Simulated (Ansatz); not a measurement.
RbLuO₂:
```cif
data_LuO2Rb
_chemical_formula_sum 'Rb1 Lu1 O2'
_space_group_name_H-M_alt 'P 1'
_space_group_IT_number 1
_cell_length_a 6.77813
_cell_length_b 6.77813
_cell_length_c 6.77813
_cell_angle_alpha 29.051
_cell_angle_beta 29.051
_cell_angle_gamma 29.051
loop_
_space_group_symop_operation_xyz
  'x, y, z'
loop_
_atom_site_label
_atom_site_type_symbol
_atom_site_fract_x
_atom_site_fract_y
_atom_site_fract_z
_atom_site_occupancy
Rb1 Rb 0.00000 0.00000 0.00000 1
Lu1 Lu 0.50000 0.50000 0.50000 1
O1 O 0.22461 0.22461 0.22461 1
O2 O 0.77539 0.77539 0.77539 1
```

Relaxed with r²SCAN. The program Ansatz at the r²SCAN level (PAW) gives a gap of 3.79 eV.

**Question.** What gap does HSE06 give on the same cell (Ansatz, PAW)?

**Answer.** 5.02 eV, 1.22 eV more. The hybrid was solved on a coarser mesh and at special points; the gap given is the minimum over both.

Cost on shared cores: the r²SCAN run (SCF on a 9×9×9 mesh, then bands and DOS) around 60 core-seconds (rough), the HSE06 run (SCF on 7×7×7, then a few points) around 4 core-minutes (rough); the tasks are unlike.

Space group R-3m. The workflow started from an entry of the Crystallography Open Database (COD). Whether it is the stable phase at ambient conditions was not checked. The r²SCAN relaxation kept the symmetry of its start; whether a distortion lowers the energy is not shown. Spin–orbit coupling is left out wherever it is not named.

Potentials: the later of the program's two PAW sets.
